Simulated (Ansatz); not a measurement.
SiS₂:
```
SiS2
1.0
   -2.77094     4.82388     2.76145
    2.77094    -4.82388     2.76145
    2.77094     4.82388    -2.76145
S Si
4 2
Direct
  0.88257   0.79015   0.67273
  0.38257   0.70985   0.09242
  0.61743   0.29015   0.90758
  0.11743   0.20985   0.32727
  0.75000   0.75000   0.00000
  0.25000   0.25000   0.00000
```

Relaxed with r²SCAN+D4.

Q: Tabulate the valence density and the electron localisation function along the shortest S–Si contact (2.13 Å), r²SCAN+D4 in the plane-wave PAW code Ansatz.

A: 

```tsv
distance from S (Å)	density (e/Å³)	ELF
0.21	0.30	0.02
0.32	0.65	0.12
0.43	0.97	0.36
0.53	1.18	0.62
0.64	1.24	0.77
0.75	1.19	0.84
0.85	1.07	0.87
0.96	0.95	0.88
1.07	0.84	0.89
1.17	0.77	0.89
1.28	0.69	0.88
1.39	0.61	0.84
1.49	0.51	0.73
1.60	0.38	0.53
1.71	0.25	0.31
1.81	0.15	0.22
1.92	0.08	0.29
```

The density is the valence pseudo-density with augmentation charge, so density and ELF within about 1 Å of a nucleus are not all-electron values.

Space group Ibam. The cell was relaxed with r²SCAN+D4 under the symmetry of its start.

Potentials: the later of the program's two PAW sets.
